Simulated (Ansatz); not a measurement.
TaMoN:
```cif
data_Mo2N2Ta2
_chemical_formula_sum 'Mo2 Ta2 N2'
_space_group_name_H-M_alt 'P4/nmm :1'
_space_group_IT_number 129
_space_group_name_Hall 'P 4ab 2ab -1ab'
_cell_length_a 3.06634
_cell_length_b 3.06634
_cell_length_c 7.74493
_cell_angle_alpha 90.000
_cell_angle_beta 90.000
_cell_angle_gamma 90.000
loop_
_space_group_symop_operation_xyz
  'x, y, z'
  '-y+1/2, x+1/2, z'
  '-x, -y, z'
  'y+1/2, -x+1/2, z'
  'x+1/2, -y+1/2, -z'
  '-y, -x, -z'
  '-x+1/2, y+1/2, -z'
  'y, x, -z'
  '-x+1/2, -y+1/2, -z'
  'y, -x, -z'
  'x+1/2, y+1/2, -z'
  '-y, x, -z'
  '-x, y, z'
  'y+1/2, x+1/2, z'
  'x, -y, z'
  '-y+1/2, -x+1/2, z'
loop_
_atom_site_label
_atom_site_type_symbol
_atom_site_symmetry_multiplicity
_atom_site_Wyckoff_symbol
_atom_site_fract_x
_atom_site_fract_y
_atom_site_fract_z
_atom_site_occupancy
Mo1 Mo 2 c 0.50000 0.00000 0.09674 1
Ta1 Ta 2 c 0.00000 0.50000 0.33611 1
N1 N 2 c 0.50000 0.00000 0.37511 1
```

Relaxed with PBEsol.

Question: Which orbitals make up the states near the Fermi level in the program Ansatz at the PBEsol level (PAW)?

Answer: Within 0.5 eV of the Fermi level: Mo 4d 45 %, Ta 5d 44 %, N 2p 6 %. Projections are on Löwdin-orthogonalised atomic valence shells; empty p or d shells of many metals are not among them.

Question: Tabulate the density of states.

Answer: States/eV per cell of 6 atoms, in 0.25 eV bins, energy from the Fermi level.

```csv
E (eV),total,Mo 4d,Ta 5d,N 2p
-7.85,1.89,0.11,0.44,1.06
-7.60,2.99,0.23,0.65,1.74
-7.35,1.91,0.10,0.42,1.13
-7.10,1.64,0.08,0.44,0.92
-6.85,4.05,0.22,1.28,2.21
-6.60,4.85,0.29,1.50,2.76
-6.35,3.93,0.32,1.10,2.24
-6.10,5.21,0.55,1.29,2.94
-5.85,4.94,0.52,1.13,2.85
-5.60,2.79,0.30,0.64,1.54
-5.35,2.21,0.31,0.50,1.21
-5.10,2.65,0.46,0.56,1.45
-4.85,1.73,0.51,0.31,0.75
-4.60,1.69,0.79,0.24,0.40
-4.35,2.05,1.19,0.25,0.29
-4.10,3.25,1.88,0.46,0.46
-3.85,4.46,2.57,0.66,0.62
-3.60,5.61,3.20,1.18,0.60
-3.35,2.77,1.62,0.59,0.30
-3.10,3.02,1.88,0.58,0.31
-2.85,2.99,1.80,0.65,0.30
-2.60,4.50,2.82,0.88,0.41
-2.35,5.24,3.15,1.21,0.43
-2.10,4.04,2.46,0.96,0.25
-1.85,3.59,2.02,0.97,0.24
-1.60,4.68,2.57,1.26,0.40
-1.35,4.09,2.34,1.10,0.32
-1.10,4.00,2.24,1.11,0.29
-0.85,2.96,1.65,0.85,0.21
-0.60,2.35,1.20,0.81,0.16
-0.35,1.72,0.77,0.72,0.11
-0.10,1.44,0.63,0.61,0.11
0.15,1.62,0.73,0.71,0.10
0.40,1.93,0.84,0.91,0.09
0.65,1.84,0.78,0.88,0.10
0.90,1.82,0.78,0.86,0.11
1.15,2.94,1.32,1.34,0.16
1.40,3.57,1.47,1.69,0.21
1.65,4.99,2.09,2.27,0.34
1.90,7.16,2.91,3.23,0.65
2.15,7.23,2.83,3.47,0.59
2.40,6.51,2.67,3.16,0.36
2.65,5.87,2.56,2.62,0.35
2.90,5.94,3.15,2.02,0.37
3.15,5.95,2.59,2.35,0.47
3.40,4.81,1.60,2.22,0.37
3.65,4.18,1.30,2.05,0.32
```

The workflow started from an entry of the Crystallography Open Database (COD). Its standing as an ambient phase is unchecked. Symmetry was held in the PBEsol relaxation; whether a distortion lowers the energy is not shown. The run is not spin-polarised. Spin–orbit coupling is left out wherever it is not named.

Potentials: the later of the program's two PAW sets.
